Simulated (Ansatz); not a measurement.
Li:
```cif
data_Li4
_chemical_formula_sum 'Li4'
_space_group_name_H-M_alt 'Fm-3m'
_space_group_IT_number 225
_space_group_name_Hall '-F 4 2 3'
_cell_length_a 4.32183
_cell_length_b 4.32183
_cell_length_c 4.32183
_cell_angle_alpha 90.000
_cell_angle_beta 90.000
_cell_angle_gamma 90.000
loop_
_atom_site_label
_atom_site_type_symbol
_atom_site_symmetry_multiplicity
_atom_site_Wyckoff_symbol
_atom_site_fract_x
_atom_site_fract_y
_atom_site_fract_z
_atom_site_occupancy
Li1 Li 4 a 0.00000 0.00000 0.00000 1
```
(The calculation used a cell of 1 atom; values per cell refer to that cell.)

Relaxed with PBEsol.

Question: Which orbitals make up the states near the Fermi level in plane-wave PAW PBEsol (Ansatz code)?

Answer: Within 0.5 eV of the Fermi level: Li 2s 63 %, outside the projected shells 36 %. Projections are on Löwdin-orthogonalised atomic valence shells; empty p or d shells of many metals are not among them.

Question: Tabulate the density of states.

Answer: States/eV per cell of 1 atom, in 0.25 eV bins, energy from the Fermi level.

| E (eV) | total | Li 2s | Li 1s |
|---|---|---|---|
| -3.70 | 0.00 | 0.00 | 0.00 |
| -3.45 | 0.06 | 0.05 | 0.01 |
| -3.20 | 0.13 | 0.11 | 0.01 |
| -2.95 | 0.17 | 0.15 | 0.01 |
| -2.70 | 0.20 | 0.18 | 0.01 |
| -2.45 | 0.22 | 0.21 | 0.01 |
| -2.20 | 0.25 | 0.24 | 0.01 |
| -1.95 | 0.27 | 0.26 | 0.01 |
| -1.70 | 0.29 | 0.28 | 0.00 |
| -1.45 | 0.31 | 0.30 | 0.00 |
| -1.20 | 0.33 | 0.31 | 0.00 |
| -0.95 | 0.36 | 0.32 | 0.00 |
| -0.70 | 0.38 | 0.33 | 0.00 |
| -0.45 | 0.41 | 0.33 | 0.00 |
| -0.20 | 0.45 | 0.33 | 0.00 |
| 0.05 | 0.52 | 0.30 | 0.00 |
| 0.30 | 0.50 | 0.26 | 0.00 |
| 0.55 | 0.46 | 0.22 | 0.00 |
| 0.80 | 0.44 | 0.19 | 0.00 |
| 1.05 | 0.41 | 0.15 | 0.00 |
| 1.30 | 0.39 | 0.12 | 0.00 |
| 1.55 | 0.39 | 0.09 | 0.00 |
| 1.80 | 0.35 | 0.05 | 0.00 |
| 2.05 | 0.28 | 0.03 | 0.00 |
| 2.30 | 0.22 | 0.02 | 0.00 |
| 2.55 | 0.13 | 0.01 | 0.00 |
| 2.80 | 0.06 | 0.00 | 0.00 |
| 3.05 | 0.28 | 0.16 | 0.00 |
| 3.30 | 0.78 | 0.38 | 0.01 |
| 3.55 | 0.65 | 0.20 | 0.01 |
| 3.80 | 0.52 | 0.11 | 0.00 |
| 4.05 | 0.46 | 0.08 | 0.00 |
| 4.30 | 0.44 | 0.06 | 0.00 |
| 4.55 | 0.46 | 0.06 | 0.00 |
| 4.80 | 0.46 | 0.07 | 0.00 |

The workflow started from a Materials Project entry (that database holds measured and hypothetical structures alike); the Crystallography Open Database files this formula in space group No. 225, but the cells were not matched. It is not the phase usual at ambient conditions (space group No. 229). Symmetry was held in the PBEsol relaxation; its stability against distortions is not shown here.

Potentials: the earlier of the program's two PAW sets.
